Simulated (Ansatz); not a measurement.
Os:
```cif
data_Os2
_chemical_formula_sum 'Os2'
_space_group_name_H-M_alt 'P63/mmc'
_space_group_IT_number 194
_space_group_name_Hall '-P 6c 2c'
_cell_length_a 2.75408
_cell_length_b 2.75408
_cell_length_c 4.34674
_cell_angle_alpha 90.000
_cell_angle_beta 90.000
_cell_angle_gamma 120.000
loop_
_atom_site_label
_atom_site_type_symbol
_atom_site_symmetry_multiplicity
_atom_site_Wyckoff_symbol
_atom_site_fract_x
_atom_site_fract_y
_atom_site_fract_z
_atom_site_occupancy
Os1 Os 2 d 0.66667 0.33333 0.25000 1
```

Relaxed with PBE.

Q: Which orbitals make up the states near the Fermi level in plane-wave PAW PBE (Ansatz code)?

A: Within 0.5 eV of the Fermi level: Os 5d 93 %. Projections are on Löwdin-orthogonalised atomic valence shells; empty p or d shells of many metals are not among them.

Q: Tabulate the density of states.

A: States/eV per cell of 2 atoms, in 0.25 eV bins, energy from the Fermi level.

| E (eV) | total | Os 5d | Os 6s | Os 5p |
|---|---|---|---|---|
| -7.85 | 0.41 | 0.09 | 0.30 | 0.01 |
| -7.60 | 0.87 | 0.42 | 0.43 | 0.01 |
| -7.35 | 1.51 | 0.95 | 0.54 | 0.01 |
| -7.10 | 1.54 | 1.04 | 0.48 | 0.01 |
| -6.85 | 1.83 | 1.38 | 0.43 | 0.01 |
| -6.60 | 1.98 | 1.59 | 0.37 | 0.01 |
| -6.35 | 2.31 | 1.98 | 0.31 | 0.02 |
| -6.10 | 1.96 | 1.72 | 0.21 | 0.01 |
| -5.85 | 1.73 | 1.54 | 0.16 | 0.01 |
| -5.60 | 1.36 | 1.21 | 0.12 | 0.01 |
| -5.35 | 2.50 | 2.26 | 0.19 | 0.02 |
| -5.10 | 1.62 | 1.51 | 0.07 | 0.01 |
| -4.85 | 2.08 | 1.94 | 0.09 | 0.02 |
| -4.60 | 2.77 | 2.57 | 0.13 | 0.02 |
| -4.35 | 2.65 | 2.43 | 0.14 | 0.02 |
| -4.10 | 1.31 | 1.19 | 0.08 | 0.01 |
| -3.85 | 0.86 | 0.78 | 0.06 | 0.01 |
| -3.60 | 2.68 | 2.51 | 0.10 | 0.02 |
| -3.35 | 3.38 | 3.15 | 0.14 | 0.02 |
| -3.10 | 2.60 | 2.40 | 0.12 | 0.01 |
| -2.85 | 2.59 | 2.39 | 0.13 | 0.01 |
| -2.60 | 3.06 | 2.84 | 0.14 | 0.01 |
| -2.35 | 2.51 | 2.30 | 0.12 | 0.01 |
| -2.10 | 2.88 | 2.59 | 0.16 | 0.02 |
| -1.85 | 2.69 | 2.40 | 0.15 | 0.01 |
| -1.60 | 2.16 | 1.94 | 0.11 | 0.01 |
| -1.35 | 1.67 | 1.48 | 0.09 | 0.01 |
| -1.10 | 1.52 | 1.34 | 0.08 | 0.00 |
| -0.85 | 1.39 | 1.23 | 0.06 | 0.00 |
| -0.60 | 1.35 | 1.22 | 0.05 | 0.00 |
| -0.35 | 1.28 | 1.17 | 0.04 | 0.00 |
| -0.10 | 1.24 | 1.15 | 0.03 | 0.00 |
| 0.15 | 1.22 | 1.15 | 0.03 | 0.00 |
| 0.40 | 1.23 | 1.16 | 0.03 | 0.00 |
| 0.65 | 1.39 | 1.33 | 0.04 | 0.00 |
| 0.90 | 1.39 | 1.33 | 0.04 | 0.00 |
| 1.15 | 1.92 | 1.83 | 0.06 | 0.00 |
| 1.40 | 2.23 | 2.13 | 0.07 | 0.00 |
| 1.65 | 2.50 | 2.38 | 0.08 | 0.00 |
| 1.90 | 2.99 | 2.86 | 0.09 | 0.00 |
| 2.15 | 3.21 | 3.07 | 0.10 | 0.00 |
| 2.40 | 2.53 | 2.37 | 0.11 | 0.00 |
| 2.65 | 0.93 | 0.76 | 0.12 | 0.00 |
| 2.90 | 0.61 | 0.42 | 0.14 | 0.00 |
| 3.15 | 0.60 | 0.37 | 0.15 | 0.00 |
| 3.40 | 0.58 | 0.33 | 0.16 | 0.00 |
| 3.65 | 0.58 | 0.30 | 0.17 | 0.00 |
| 3.90 | 0.58 | 0.28 | 0.19 | 0.00 |
| 4.15 | 0.57 | 0.24 | 0.19 | 0.00 |
| 4.40 | 0.55 | 0.21 | 0.20 | 0.00 |
| 4.65 | 0.53 | 0.18 | 0.20 | 0.00 |

Space group P6_3/mmc (hcp (Mg type)). The PBE relaxation kept the symmetry of its start. No spin polarisation was allowed. Spin–orbit coupling is left out wherever it is not named.

Potentials: the later of the program's two PAW sets.
